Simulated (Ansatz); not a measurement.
A geometry of SiO2 away from equilibrium: the start of the relaxation of a relaxed SiO2 cell deformed by the Cartesian strain tensor (xx, yy, zz, yz, xz, xy) = (0.057, -0.002, -0.113, -0.030, -0.019, -0.003). Computed with r2SCAN (plane waves to 500 eV, PAW, scalar-relativistic; Ansatz, a program for electronic structure). Γ-centred k-mesh 5×6×10 on the run's cell (coarser than for final values), Fermi–Dirac smearing 0.05 eV.

```xyz
6
Lattice="4.4233 -0.0146 -0.0816 -0.0146 4.1764 -0.1235 -0.0520 -0.0787 2.3669" Properties=species:S:1:pos:R:3 pbc="T T T"
Si     2.1783     2.0415     1.0809
Si     0.0000     0.0000     0.0000
O      3.5278     3.3154     1.0182
O      1.3438     2.8935    -0.1106
O      3.0648     1.2682    -0.0944
O      0.8288     0.7676     1.1437
```

Task: Which atoms carry the largest force, and which way does it point?

Result: 1.17 eV/Å, on O3, O6 (atoms numbered as listed); on O3 its components are (0.15, -0.22, -1.13).

Task: What is the pressure?

Result: +42.3 GPa, compression positive.

Task: How much energy per atom can still be gained by relaxing?

Result: 0.33 eV/atom; the path ends in P4₂/mnm (No. 136) (rutile type).

No spin polarisation in the result.

The run could not lose the symmetry of its start.
